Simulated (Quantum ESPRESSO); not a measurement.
# Hf2TaF3O5: finding a planted mistake in a log

Simulated, not a measurement. The program is pw.x of Quantum ESPRESSO 7.5 (plane-wave density functional theory). The cell is made up: 11 atoms on a rutile lattice with one site empty, with randomly drawn elements, strain and displacements, not relaxed. PseudoDojo standard norm-conserving files (v0.5 for PBE, v0.4.1 for LDA and PBEsol) set the functional; there is no spin polarisation, spin-orbit coupling or dispersion term, and the masses in the input are unused placeholders.

The hafnium pseudopotential is less sure than the others, with forces about 3 percent (worst 6) and pressure in oxides about 1.5 GPa (worst 2.7) from a second method in checks, which no rerun with the same files tests.

Intended input:

```
&control calculation='scf', pseudo_dir='./dojo.nc.sr.pbe.v0_5.standard.upf', outdir='./o', disk_io='low', tprnfor=.true., tstress=.true. /
&system ibrav=0, nat=11, ntyp=4, nbnd=50, ecutwfc=84.00895049, nosym=.true., tot_charge=0,
 occupations='smearing', smearing='fd', degauss=0.0018374661
/
&electrons conv_thr=7.350e-09, electron_maxstep=60, /
ATOMIC_SPECIES
F 1.0 F.upf
Hf 1.0 Hf.upf
O 1.0 O.upf
Ta 1.0 Ta.upf
CELL_PARAMETERS angstrom
4.9201 0.0 0.0
0.0 4.9201 0.0
0.0 0.0 6.5062
ATOMIC_POSITIONS angstrom
Hf -0.0233 -0.0421 -0.0451
Ta 2.4721 2.5051 1.6346
Hf 2.4502 2.4459 4.9143
F 1.5027 1.5303 0.0315
F 3.3727 3.3761 -0.049
O 3.9754 0.957 1.5903
O 0.9587 3.9688 1.6284
O 1.5014 1.5049 3.1804
O 3.4435 3.4294 3.2759
O 3.9797 0.9697 4.8963
F 0.9183 3.9659 4.8634
K_POINTS automatic
5 5 4 1 1 1
```

The log is shortened where brackets say so; the opening notice, blank lines, dates and the lines on written files are dropped, and the path of the files is cut. It prints rydbergs, bohrs and kilobars, and counts compression as positive stress. Where no state is partly filled, the Fermi energy that it prints is only some level between the filled and the empty states on the mesh, and need not lie in the true gap.

Log of the intended run:

```
     Program PWSCF v.7.5
     Parallel version (MPI & OpenMP), running on       4 processor cores
     Number of MPI processes:                 4
     Threads/MPI process:                     1
     [start-up lines left out]
     bravais-lattice index     =            0
     lattice parameter (alat)  =       9.2976  a.u.
     unit-cell volume          =    1062.8497 (a.u.)^3
     number of atoms/cell      =           11
     number of atomic types    =            4
     number of electrons       =        88.00
     number of Kohn-Sham states=           50
     kinetic-energy cutoff     =      84.0090  Ry
     charge density cutoff     =     336.0358  Ry
     scf convergence threshold =      7.3E-09
     mixing beta               =       0.7000
     number of iterations used =            8  plain     mixing
     Exchange-correlation= PBE
                           (   1   4   3   4   0   0   0)
     [axes and pseudopotential details left out]
   Cartesian axes
     site n.     atom                  positions (alat units)
         1        Hf     tau(   1) = (  -0.0047357  -0.0085567  -0.0091665  )
         2        Ta     tau(   2) = (   0.5024491   0.5091563   0.3322290  )
         3        Hf     tau(   3) = (   0.4979980   0.4971240   0.9988212  )
         4        F      tau(   4) = (   0.3054206   0.3110303   0.0064023  )
         5        F      tau(   5) = (   0.6854942   0.6861852  -0.0099591  )
         6        O      tau(   6) = (   0.8079917   0.1945082   0.3232251  )
         7        O      tau(   7) = (   0.1948538   0.8066503   0.3309689  )
         8        O      tau(   8) = (   0.3051564   0.3058678   0.6464096  )
         9        O      tau(   9) = (   0.6998841   0.6970184   0.6658198  )
        10        O      tau(  10) = (   0.8088657   0.1970895   0.9951627  )
        11        F      tau(  11) = (   0.1866425   0.8060609   0.9884758  )
     number of k points=    50  Fermi-Dirac smearing, width (Ry)=  0.0018
                       cart. coord. in units 2pi/alat
        k(    1) = (   0.1000000   0.1000000   0.0945271), wk =   0.0400000
        k(    2) = (   0.1000000   0.1000000   0.2835814), wk =   0.0400000
     [further k points left out]
     Dense  grid:   110615 G-vectors     FFT dimensions: (  60,  60,  72)
     Estimated max dynamical RAM per process >     320.62 MB
     Estimated total dynamical RAM >       1.17 GB
     Initial potential from superposition of free atoms
     starting charge      87.9953, renormalised to      88.0000
     Starting wfcs are   62 randomized atomic wfcs
     total cpu time spent up to now is       16.2 secs
     per-process dynamical memory:   250.0 Mb
     Self-consistent Calculation
     iteration #  1     ecut=    84.01 Ry     beta= 0.70
     Davidson diagonalization with overlap
     ethr =  1.00E-02,  avg # of iterations =  2.0
     total cpu time spent up to now is       48.4 secs
     total energy              =    -666.96473901 Ry
     estimated scf accuracy    <       5.27569230 Ry
     iteration #  2     ecut=    84.01 Ry     beta= 0.70
     Davidson diagonalization with overlap
     ethr =  6.00E-03,  avg # of iterations =  6.7
     total cpu time spent up to now is       93.5 secs
     total energy              =    -660.43048326 Ry
     estimated scf accuracy    <      71.41042418 Ry
     [iterations 3 to 17 left out]
     iteration # 18     ecut=    84.01 Ry     beta= 0.70
     Davidson diagonalization with overlap
     ethr =  5.41E-11,  avg # of iterations =  4.9
     total cpu time spent up to now is      447.4 secs
     total energy              =    -669.96523009 Ry
     estimated scf accuracy    <          8.4E-09 Ry
     iteration # 19     ecut=    84.01 Ry     beta= 0.70
     Davidson diagonalization with overlap
     ethr =  9.54E-12,  avg # of iterations =  2.2
     total cpu time spent up to now is      464.4 secs
     End of self-consistent calculation
     [lines on levels left out]
     the Fermi energy is     7.4935 ev
!    total energy              =    -669.96523009 Ry
     estimated scf accuracy    <          3.2E-09 Ry
     smearing contrib. (-TS)   =      -0.00000000 Ry
     internal energy E=F+TS    =    -669.96523009 Ry
     The total energy is F=E-TS. E is the sum of the following terms:
     one-electron contribution =    -261.68827570 Ry
     hartree contribution      =     168.28525552 Ry
     xc contribution           =    -160.82364354 Ry
     ewald contribution        =    -415.73856638 Ry
     convergence has been achieved in  19 iterations
     Forces acting on atoms (cartesian axes, Ry/au):
     atom    1 type  2   force =    -0.05860356    0.10065765    0.11073468
     atom    2 type  4   force =    -0.00926718   -0.02807275    0.51164454
     atom    3 type  2   force =     0.07405750   -0.10006404   -0.42047778
     atom    4 type  1   force =    -0.02759136   -0.02556287   -0.00495502
     atom    5 type  1   force =     0.03714448    0.04490185    0.01549858
     atom    6 type  3   force =    -0.06783594    0.06212667   -0.13838731
     atom    7 type  3   force =     0.08125971   -0.08007503   -0.13962388
     atom    8 type  3   force =     0.10052073    0.10761838   -0.04196396
     atom    9 type  3   force =    -0.11014983   -0.09517371   -0.04400608
     atom   10 type  3   force =    -0.05120359    0.04196736    0.11398063
     atom   11 type  1   force =     0.03166905   -0.02832352    0.03755560
     Total force =     0.783035     Total SCF correction =     0.000127
     Computing stress (Cartesian axis) and pressure
          total   stress  (Ry/bohr**3)                   (kbar)     P=     -126.40
  -0.00064930   0.00076116  -0.00006774          -95.52      111.97       -9.97
   0.00076116  -0.00062890   0.00011293          111.97      -92.51       16.61
  -0.00006774   0.00011293  -0.00129951           -9.97       16.61     -191.16
     init_run     :     14.31s CPU     14.80s WALL (       1 calls)
     electrons    :    446.52s CPU    448.27s WALL (       1 calls)
     forces       :      3.10s CPU      3.13s WALL (       1 calls)
     stress       :     10.88s CPU     11.17s WALL (       1 calls)
     [timing details left out]
     PWSCF        :   7m56.29s CPU   7m58.97s WALL
     JOB DONE.
```

A second run was made from an input with one planted mistake. Its log:

```
     Program PWSCF v.7.5
     Parallel version (MPI & OpenMP), running on       4 processor cores
     Number of MPI processes:                 4
     Threads/MPI process:                     1
     [start-up lines left out]
     bravais-lattice index     =            0
     lattice parameter (alat)  =       9.2976  a.u.
     unit-cell volume          =    1062.8497 (a.u.)^3
     number of atoms/cell      =           11
     number of atomic types    =            4
     number of electrons       =        88.00
     number of Kohn-Sham states=           50
     kinetic-energy cutoff     =      84.0090  Ry
     charge density cutoff     =     336.0358  Ry
     scf convergence threshold =      7.3E-09
     mixing beta               =       0.7000
     number of iterations used =            8  plain     mixing
     Exchange-correlation= PBE
                           (   1   4   3   4   0   0   0)
     [axes and pseudopotential details left out]
   Cartesian axes
     site n.     atom                  positions (alat units)
         1        Hf     tau(   1) = (  -0.0047357  -0.0085567  -0.0091665  )
         2        Ta     tau(   2) = (   0.5024491   0.5091563   0.3322290  )
         3        Hf     tau(   3) = (   0.4979980   0.4971240   0.9988212  )
         4        F      tau(   4) = (   0.3054206   0.3110303   0.0064023  )
         5        F      tau(   5) = (   0.6854942   0.6861852  -0.0099591  )
         6        O      tau(   6) = (   0.8079917   0.1945082   0.3232251  )
         7        O      tau(   7) = (   0.1948538   0.8066503   0.3309689  )
         8        O      tau(   8) = (   0.3051564   0.3058678   0.6464096  )
         9        O      tau(   9) = (   0.6998841   0.6970184   0.6658198  )
        10        O      tau(  10) = (   0.8088657   0.1970895   0.9951627  )
        11        F      tau(  11) = (   0.1866425   0.8060609   0.9884758  )
     number of k points=     1  Fermi-Dirac smearing, width (Ry)=  0.0018
                       cart. coord. in units 2pi/alat
        k(    1) = (  -0.5000000  -0.5000000  -0.3781086), wk =   2.0000000
     Dense  grid:   110615 G-vectors     FFT dimensions: (  60,  60,  72)
     Estimated max dynamical RAM per process >     183.55 MB
     Estimated total dynamical RAM >     653.19 MB
     Initial potential from superposition of free atoms
     starting charge      87.9953, renormalised to      88.0000
     Starting wfcs are   62 randomized atomic wfcs
     total cpu time spent up to now is        2.7 secs
     per-process dynamical memory:   111.5 Mb
     Self-consistent Calculation
     iteration #  1     ecut=    84.01 Ry     beta= 0.70
     Davidson diagonalization with overlap
     ethr =  1.00E-02,  avg # of iterations =  2.0
     total cpu time spent up to now is        4.0 secs
     total energy              =    -666.88500224 Ry
     estimated scf accuracy    <       5.34304812 Ry
     iteration #  2     ecut=    84.01 Ry     beta= 0.70
     Davidson diagonalization with overlap
     ethr =  6.07E-03,  avg # of iterations =  6.0
     total cpu time spent up to now is        6.3 secs
     total energy              =    -660.54756529 Ry
     estimated scf accuracy    <      71.47628713 Ry
     [iterations 3 to 16 left out]
     iteration # 17     ecut=    84.01 Ry     beta= 0.70
     Davidson diagonalization with overlap
     ethr =  1.02E-10,  avg # of iterations =  3.0
     total cpu time spent up to now is       32.3 secs
     total energy              =    -669.92089465 Ry
     estimated scf accuracy    <       0.00000002 Ry
     iteration # 18     ecut=    84.01 Ry     beta= 0.70
     Davidson diagonalization with overlap
     ethr =  1.74E-11,  avg # of iterations =  5.0
     total cpu time spent up to now is       34.2 secs
     End of self-consistent calculation
     [lines on levels left out]
     the Fermi energy is     7.4242 ev
!    total energy              =    -669.92089465 Ry
     estimated scf accuracy    <          5.0E-09 Ry
     smearing contrib. (-TS)   =       0.00000000 Ry
     internal energy E=F+TS    =    -669.92089465 Ry
     The total energy is F=E-TS. E is the sum of the following terms:
     one-electron contribution =    -261.77582437 Ry
     hartree contribution      =     168.45773050 Ry
     xc contribution           =    -160.86423441 Ry
     ewald contribution        =    -415.73856638 Ry
     convergence has been achieved in  18 iterations
     Forces acting on atoms (cartesian axes, Ry/au):
     atom    1 type  2   force =    -0.06651935    0.10924076    0.11857231
     atom    2 type  4   force =    -0.01237142   -0.02757198    0.54326310
     atom    3 type  2   force =     0.07844669   -0.09831501   -0.43519008
     atom    4 type  1   force =    -0.02226854   -0.01830195   -0.00387020
     atom    5 type  1   force =     0.02871644    0.03779767    0.01213923
     atom    6 type  3   force =    -0.07897550    0.07488722   -0.15796058
     atom    7 type  3   force =     0.09687094   -0.09384829   -0.16508248
     atom    8 type  3   force =     0.10383058    0.11245490   -0.04112984
     atom    9 type  3   force =    -0.11552918   -0.09936911   -0.04228927
     atom   10 type  3   force =    -0.05134676    0.04072888    0.12728968
     atom   11 type  1   force =     0.03914610   -0.03770309    0.04425814
     Total force =     0.832287     Total SCF correction =     0.000202
     Computing stress (Cartesian axis) and pressure
          total   stress  (Ry/bohr**3)                   (kbar)     P=     -116.42
  -0.00048198   0.00076434  -0.00006143          -70.90      112.44       -9.04
   0.00076434  -0.00045537   0.00010881          112.44      -66.99       16.01
  -0.00006143   0.00010881  -0.00143697           -9.04       16.01     -211.39
     init_run     :      2.47s CPU      2.55s WALL (       1 calls)
     electrons    :     31.04s CPU     31.62s WALL (       1 calls)
     forces       :      0.50s CPU      0.54s WALL (       1 calls)
     stress       :      1.36s CPU      1.38s WALL (       1 calls)
     [timing details left out]
     PWSCF        :     35.51s CPU     36.27s WALL
     JOB DONE.
```

Question: what was wrong in the second input?

Answer: the k-point mesh is too coarse. The input lines that differ, file-writing options aside:

```
- 5 5 4 1 1 1
+ 1 1 1 1 1 1
```

|  | intended run | run with the mistake |
| --- | --- | --- |
| free energy (eV) | -9115.341 | -9114.738 |
| smearing term -TS (eV) | 0.0000 | 0.0000 |
| pressure (GPa) | -12.64 | -11.64 |
| largest force component (eV/Å) | 13.155 | 13.968 |
| largest change of a force component (eV/Å) |  | 0.813 |
| iterations | 19 | 18 |

For scale, a rerun of the intended cell at a cutoff of 1437 eV and k mesh 7 x 7 x 6 moved values by no more than 0.004 eV in energy, 0.03 GPa in stress and 0.002 eV/Å in force.